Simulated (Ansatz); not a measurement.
NaScTe2 as one 4-atom ordering (P4/mmm) on the rocksalt lattice was relaxed with 5 functionals in the PAW code Ansatz, cell and atoms free, the symmetry of the start kept (meshes: PBE 6×6×4, r2SCAN 6×6×4, PBEsol 6×6×4, LDA 6×6×4, HSE06 4×4×4). No spin polarisation. The prototype was imposed, so other structures may be more stable.

The HSE06 result:
```
CELL_PARAMETERS angstrom
4.31387 0.00000 0.00000
0.00000 4.31387 0.00000
0.00000 0.00000 5.85855
ATOMIC_POSITIONS crystal
Na 0.00000 0.00000 0.00000
Te 0.00000 0.00000 0.50000
Sc 0.50000 0.50000 0.50000
Te 0.50000 0.50000 0.00000
```

The symmetry is P4/mmm (No. 123, tetragonal); conventional cell a = 4.314 Å, c = 5.859 Å, 27.26 Å³ an atom. Na is surrounded by 6 Te at 2.93–3.05 Å; Te is surrounded by 2 Na at 2.93 Å and 4 Sc at 3.05 Å; Sc is surrounded by 6 Te at 2.93–3.05 Å; Te is surrounded by 2 Sc at 2.93 Å and 4 Na at 3.05 Å.

**Question.** What lattice does PBEsol give?

**Answer.** a = 4.246 Å, c = 5.853 Å; the volume differs by -3.2 % from HSE06's. Around Na lie 6 Te at 2.93–3.00 Å; around Te lie 2 Na at 2.93 Å and 4 Sc at 3.00 Å; around Sc lie 6 Te at 2.93–3.00 Å (further sites aren't listed).

**Question.** How does the cell change with LDA?

**Answer.** a = 4.191 Å, c = 5.790 Å; the volume differs by -6.7 % from HSE06's. Around Na lie 6 Te at 2.90–2.96 Å; around Te lie 2 Na at 2.90 Å and 4 Sc at 2.96 Å; around Sc lie 6 Te at 2.90–2.96 Å (further sites aren't listed).

**Question.** Held at the r2SCAN cell, what mean stress do LDA and PBE find, and does its sign point to their own minimum?

**Answer.** Yes. LDA -3.34 GPa, and its relaxed volume is -7.2 % from r2SCAN's; PBE +0.42 GPa, and its relaxed volume is +0.9 % from r2SCAN's. Compression counts positive, so a positive stress asks for a larger cell.

The cell is metallic with PBE, r2SCAN, PBEsol, LDA, and these meshes limit the relaxed cells of a metal. A gap that a hybrid shows on its coarser mesh alone may close between the points.

No spin-orbit coupling is included; it can move band edges with weight on the heavy atoms by tenths of an eV.

The meshes of the hybrids are coarse, so their gaps aren't converged to the digits shown.
